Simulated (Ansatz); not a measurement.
SiO₂:
Space group P3₂21 (No. 154); a = b = 4.948 Å, c = 5.441 Å, α = β = 90.00°, γ = 120.00°

```tsv
atom	site	symmetry	x	y	z
Si	3a	.2.	0.5297	0.5297	0.0000
O	6c	1	0.2671	0.4125	0.2146
```

Relaxed with PBEsol.

**Question.** Which orbitals make up the states near the band edges in DFT-PBEsol in the program Ansatz with PAW potentials?

**Answer.** Top 1 eV of the valence band: O 2p 97 %. Bottom 1 eV of the conduction band: Si 3s 44 %, O 2s 23 %, Si 3p 13 %, O 2p 6 %, outside the projected shells 14 %. Projections are on Löwdin-orthogonalised atomic valence shells; empty p or d shells of many metals are not among them.

**Question.** Tabulate the density of states.

**Answer.** States/eV per cell of 9 atoms, in 0.25 eV bins, energy from the valence-band maximum.

```
E (eV)  total  O 2p  Si 3p  O 2s
------  -----  ----  -----  ----
-7.85    0.37  0.24   0.02  0.02
-7.60    0.78  0.51   0.06  0.04
-7.35    2.78  1.85   0.23  0.15
-7.10    2.87  1.93   0.26  0.15
-6.85    0.82  0.56   0.09  0.04
-6.60    0.55  0.38   0.07  0.02
-6.35    2.90  2.06   0.41  0.11
-6.10    2.33  1.68   0.35  0.08
-5.85    1.62  1.19   0.27  0.04
-5.60    1.05  0.78   0.21  0.01
-5.35    9.70  7.41   2.11  0.03
-5.10    6.06  4.68   1.24  0.04
-4.85    5.55  4.37   1.06  0.04
-4.60    2.62  2.11   0.47  0.01
-4.35    0.01  0.01   0.00  0.00
-4.10    0.00  0.00   0.00  0.00
-3.85    0.00  0.00   0.00  0.00
-3.60    0.00  0.00   0.00  0.00
-3.35    0.08  0.06   0.01  0.00
-3.10    8.95  7.15   1.14  0.49
-2.85    6.37  5.33   0.57  0.32
-2.60    7.21  6.43   0.37  0.22
-2.35    5.47  5.00   0.24  0.11
-2.10    7.85  7.20   0.29  0.17
-1.85    5.83  5.36   0.22  0.12
-1.60    8.57  7.92   0.33  0.14
-1.35    7.64  7.15   0.27  0.08
-1.10    9.11  8.63   0.22  0.10
-0.85    8.21  7.83   0.16  0.09
-0.60    6.00  5.75   0.10  0.06
-0.35    7.54  7.33   0.07  0.04
-0.10    7.18  7.05   0.04  0.03
0.15     0.00  0.00   0.00  0.00
0.40     0.00  0.00   0.00  0.00
0.65     0.00  0.00   0.00  0.00
0.90     0.00  0.00   0.00  0.00
1.15     0.00  0.00   0.00  0.00
1.40     0.00  0.00   0.00  0.00
1.65     0.00  0.00   0.00  0.00
1.90     0.00  0.00   0.00  0.00
2.15     0.00  0.00   0.00  0.00
2.40     0.00  0.00   0.00  0.00
2.65     0.00  0.00   0.00  0.00
2.90     0.00  0.00   0.00  0.00
3.15     0.00  0.00   0.00  0.00
3.40     0.00  0.00   0.00  0.00
3.65     0.00  0.00   0.00  0.00
3.90     0.00  0.00   0.00  0.00
4.15     0.00  0.00   0.00  0.00
4.40     0.00  0.00   0.00  0.00
4.65     0.00  0.00   0.00  0.00
4.90     0.00  0.00   0.00  0.00
5.15     0.00  0.00   0.00  0.00
5.40     0.00  0.00   0.00  0.00
5.65     0.00  0.00   0.00  0.00
5.90     0.09  0.00   0.00  0.02
6.15     0.20  0.01   0.02  0.04
6.40     0.29  0.02   0.04  0.07
6.65     0.38  0.03   0.07  0.08
6.90     0.48  0.04   0.10  0.11
7.15     0.60  0.05   0.14  0.13
7.40     0.75  0.07   0.19  0.16
7.65     0.95  0.09   0.26  0.20
7.90     1.33  0.13   0.39  0.28
8.15     1.52  0.15   0.45  0.32
8.40     1.73  0.17   0.50  0.37
8.65     0.97  0.09   0.34  0.19
8.90     5.98  0.50   2.76  0.95
9.15     5.74  0.40   2.94  0.78
9.40     5.01  0.42   2.67  0.63
9.65     5.59  0.55   3.02  0.61
9.90     5.47  0.57   2.98  0.57
10.15    5.65  0.64   2.90  0.45
10.40    6.53  0.77   3.42  0.48
```

Space group P3_221. The cell was relaxed with PBEsol under the symmetry of its start.

Potentials: the earlier of the program's two PAW sets. The files were generated under PBE; for other functionals the program regenerates the frozen cores, and for LDA and PBEsol the local potential too.
